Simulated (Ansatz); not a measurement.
An Ansatz (a quantum-chemistry and plane-wave program) run. Input:

Ansatz 0.2 input:
```yaml
crystal:
  lattice:
    - [-2.7284350005, 2.7284350005, 1.5760192272]
    - [2.7284350005, -2.7284350005, 1.5760192272]
    - [2.7284350005, 2.7284350005, -1.5760192272]
  atoms:
    - { symbol: Ga, position: [0.75, 0.25, 0.5] }
    - { symbol: Sb, position: [0.0, 0.0, 0.0] }
kpoints:
  mp_grid: { grid: [11, 11, 11] }
  band_path:
    path:
      - [[0.0, 0.0, 0.0], [0.0, 0.0, 0.5], [-0.5, 0.5, 0.5], [0.0, 0.0, 0.0], [0.3334133969, 0.3334133969, -0.3334133969]]  # Γ-X-M-Γ-Z
      - [[-0.3334133969, 0.6665866031, 0.3334133969], [-0.5, 0.5, 0.5]]  # Z_0-M
      - [[0.0, 0.0, 0.5], [0.25, 0.25, 0.25], [0.0, 0.5, 0.0], [0.0, 0.0, 0.0]]  # X-P-N-Γ
    npoints: 9
hamiltonian:
  xc: r2scan
  pseudopotentials: { kind: paw }
magnetization: { noncollinear: true, spin_orbit: true }
scf:
  n_extra_bands: 12
  convergence: { dr2_threshold: 0.0000000001 }
  occupations: { method: gaussian, width: 0.05 }
output: { eigenvalues: true }
```

Output (shortened):

```
Pseudopotential: Ga, paw_fr, valence charge 13
Pseudopotential: Sb, paw_fr, valence charge 15
Functional definition: r2SCAN
non-collinear run that drives no moment, with spin-orbit …
Crystal: 2 atoms, lattice volume = 46.930 Å³
Basis set: ecut = 500 eV, 1169 PW (Γ), exchange–correlation on 128×128×128 points (64 copies of the dense FFT grid, shifted against one another)
Bands: 40, of which v1, the nominal top of the filled ones, is band 28 counted from 1 (27 counted from 0)
Symmetry: 8 space group operations + 8 with time reversal
k-points: 126 of 1331 (time reversal used)
Projection manifold: j_resolved (fully-relativistic pseudo-atomic orbitals)
iter 1 solved again at ethr=8.91e-4 eV; its pass at ethr=3.10e-3 eV (dr2=2.49e-1 eV) is discarded
SCF iter   1: F=—  HF=-10275.954588 eV  |F-HF|=—  |Δ(HF+E_count)|=         —  Δρ=2.60e-2  dr2=2.54e-1  dr2_τ=3.42e-4  dr2_m=0.00e0 (ungated)  ethr=8.91e-4  |M|=0.00e0 ∫|m|=0.00e0 μB  |m|>n=0.0e0 m-floor=0.0e0 τ_xc=0.0e0  β_m=0.30  ⟨swp⟩=2.3  Hψ=33464  notcnv=0…
preconditioner: auto → Kerker (q_TF=auto, 2.503 Å⁻¹)
spin=Noncollinear: Kerker preconditioning applied to the charge; magnetization (m_x, m_y, m_z) channels mix plain (no charge-response kernel on spin).
SCF iter   2: F=—  HF=-10275.982454 eV  |F-HF|=—  |Δ(HF+E_count)|=   2.79e-2  Δρ=1.95e-2  dr2=1.39e-1  dr2_τ=2.32e-4  dr2_m=0.00e0 (ungated)  ethr=8.91e-4  |M|=0.00e0 ∫|m|=0.00e0 μB  |m|>n=0.0e0 m-floor=0.0e0 τ_xc=0.0e0  β_m=0.65  ⟨swp⟩=2.1  Hψ=6546  notcnv=0  defer=8
SCF iter   3: F=—  HF=-10275.981993 eV  |F-HF|=—  |Δ(HF+E_count)|=   4.61e-4  Δρ=5.39e-3  dr2=1.24e-2  dr2_τ=4.27e-5  dr2_m=0.00e0 (ungated)  ethr=4.95e-4  |M|=0.00e0 ∫|m|=0.00e0 μB  |m|>n=0.0e0 m-floor=0.0e0 τ_xc=0.0e0  β_m=0.61  ⟨swp⟩=3.8  Hψ=10503  notcnv=0  defer=8
SCF iter   4: F=—  HF=-10275.979733 eV  |F-HF|=—  |Δ(HF+E_count)|=   2.26e-3  Δρ=1.52e-3  dr2=7.72e-4  dr2_τ=1.88e-6  dr2_m=0.00e0 (ungated)  ethr=4.42e-5  |M|=0.00e0 ∫|m|=0.00e0 μB  |m|>n=0.0e0 m-floor=0.0e0 τ_xc=0.0e0  β_m=0.72  ⟨swp⟩=2.0  Hψ=8811  notcnv=0  defer=64
SCF iter   5: F=—  HF=-10275.979997 eV  |F-HF|=—  |Δ(HF+E_count)|=   2.64e-4  Δρ=4.27e-4  dr2=8.77e-5  dr2_τ=2.17e-7  dr2_m=0.00e0 (ungated)  ethr=2.76e-6  |M|=0.00e0 ∫|m|=0.00e0 μB  |m|>n=0.0e0 m-floor=0.0e0 τ_xc=0.0e0  β_m=0.83  ⟨swp⟩=2.0  Hψ=7195  notcnv=0  defer=64
SCF iter   6: F=—  HF=-10275.980039 eV  |F-HF|=—  |Δ(HF+E_count)|=   4.23e-5  Δρ=1.12e-4  dr2=6.19e-6  dr2_τ=1.34e-8  dr2_m=0.00e0 (ungated)  ethr=3.13e-7  |M|=0.00e0 ∫|m|=0.00e0 μB  |m|>n=0.0e0 m-floor=0.0e0 τ_xc=0.0e0  β_m=0.92  ⟨swp⟩=2.0  Hψ=7215  notcnv=0  defer=64
SCF iter   7: F=—  HF=-10275.980044 eV  |F-HF|=—  |Δ(HF+E_count)|=   5.05e-6  Δρ=4.10e-5  dr2=7.15e-7  dr2_τ=2.97e-9  dr2_m=0.00e0 (ungated)  ethr=2.21e-8  |M|=0.00e0 ∫|m|=0.00e0 μB  |m|>n=0.0e0 m-floor=0.0e0 τ_xc=0.0e0  β_m=0.96  ⟨swp⟩=2.6  Hψ=7598  notcnv=0  defer=64
SCF iter   8: F=—  HF=-10275.980038 eV  |F-HF|=—  |Δ(HF+E_count)|=   6.31e-6  Δρ=7.07e-6  dr2=2.02e-8  dr2_τ=6.19e-11  dr2_m=0.00e0 (ungated)  ethr=2.55e-9  |M|=0.00e0 ∫|m|=0.00e0 μB  |m|>n=0.0e0 m-floor=0.0e0 τ_xc=0.0e0  β_m=0.98  ⟨swp⟩=2.0  Hψ=5973  notcnv=0  defer=64
SCF iter  11: F=-10275.980038 eV  HF=-10275.980038 eV  |F-HF|=0.00e0  |Δ(HF+E_count)|=  1.56e-10  Δρ=1.15e-7  dr2=6.78e-12  dr2_τ=1.10e-14  dr2_m=0.00e0 (ungated)  ethr=1.00e-12  |M|=0.00e0 ∫|m|=0.00e0 μB  |m|>n=0.0e0 m-floor=0.0e0 τ_xc=0.0e0  ⟨swp⟩=4.0  Hψ=12567  notcnv=0
SCF 1 converged in 11 iterations: F = -10275.980038 eV  dr2 = 6.78e-12
NSCF: frozen V_eff on 75 k-points
SCF converged after 11 iterations
Magnetization: |M| = 0.0000 μB,  M = (+0.0000, +0.0000, +0.0000) μB
Absolute magnetization: 0.0000 μB (∫|m|)
  site 0: m = (+0.0000, +0.0000, +0.0000) μB, |m| = 0.0000 μB  (R = 1.17 Å)
  site 1: m = (+0.0000, +0.0000, +0.0000) μB, |m| = 0.0000 μB  (R = 1.17 Å)
Free energy (F): -10275.980038 eV
Harris-Foulkes:  -10275.980038 eV  (|F-HF|=0.00e0)
Internal energy: -10275.979097 eV  (E = F + TS)
E sigma→0 (E₀):  -10275.979568 eV
Entropy (-TS):   -0.000941 eV (-0.471 meV/atom)
Fermi energy:    10.332748 eV
--- Per-component energies (eV) ---
  E_band       = -205.650577
  E_kinetic    = 320.863772
  E_local      = -3327.046219  (includes V_loc(G=0)·N_el)
  E_nonlocal   = 788.557487
  E_hartree    = 1546.011779
  E_xc         = -189.776865
  E_vxc        = -162.296024  (∫ρ·V_xc dr)
  E_paw        = -6590.566972  (= ΣΔE_a)
  E_vpaw       = -927.876162  (= ΣTr[D̂ρ^β])
  E_aug_tail   = -0.000043  (compensation charges beyond the density's cutoff)
  E_vtau       = 10.123126  (kinetic-family band-sum trace: ∫τ·v_τ [+ j·A + Jᵃ·Aᵃ] dr)
  E_ewald      = -2823.900628
  E_core_change = -0.121407  (= ΣΔE_core)
  E_smearing   = -0.000941  (= −TS)
  E_closure    = 0.000000  (closes the sum)
  Σ components = -10275.980038   (vs F -10275.980038, Δ=0.00e0)
  [band-id]    e_kinetic+e_local+e_nonlocal+2·e_hartree+e_vxc+e_vpaw+e_augmentation_tail+e_vtau = -205.650505   (vs E_band -205.650577, Δ=7.18e-5)
--- Band table (eV; the first three rows and the last of 126) ---
  k-point 0: bands = ["-20.2474", "-20.2474", "-20.1878", "-20.1878", "-19.0286", "-19.0286", "-18.9545", "-18.9545", "-18.9454", "-18.9454", "-5.4888", "-5.4888", "-5.4504", "-5.4504", "-5.0374", "-5.0374", "-4.9951", "-4.9951", "-4.9727", "-4.9727", …
  k-point 1: bands = ["-20.2474", "-20.2473", "-20.1876", "-20.1876", "-19.0287", "-19.0285", "-18.9544", "-18.9544", "-18.9451", "-18.9451", "-5.4893", "-5.4871", "-5.4514", "-5.4502", "-5.0380", "-5.0353", "-4.9964", "-4.9955", "-4.9726", "-4.9721", …
  k-point 2: bands = ["-20.2473", "-20.2471", "-20.1872", "-20.1871", "-19.0285", "-19.0283", "-18.9542", "-18.9542", "-18.9443", "-18.9443", "-5.4883", "-5.4848", "-5.4530", "-5.4509", "-5.0371", "-5.0325", "-4.9992", "-4.9970", "-4.9713", "-4.9711", …
  k-point 125: bands = ["-20.2457", "-20.2457", "-20.1846", "-20.1845", "-19.0270", "-19.0270", "-18.9546", "-18.9543", "-18.9377", "-18.9375", "-5.4844", "-5.4832", "-5.4808", "-5.4807", "-5.0369", "-5.0340", "-5.0291", "-5.0286", "-4.9593", "-4.9585", …
```

Cost: around 4 core-minutes (rough) on shared cores.

Space group I-4m2. The first step of the workflow began from a Materials Project structure, measured or hypothetical; the Crystallography Open Database copy checked does not list it. It is not the phase usual at ambient conditions (space group No. 216). The r²SCAN relaxation kept the symmetry of its start; whether a distortion lowers the energy is not shown.

Potentials: the later of the program's two PAW sets.

Ansatz is a plane-wave DFT program.
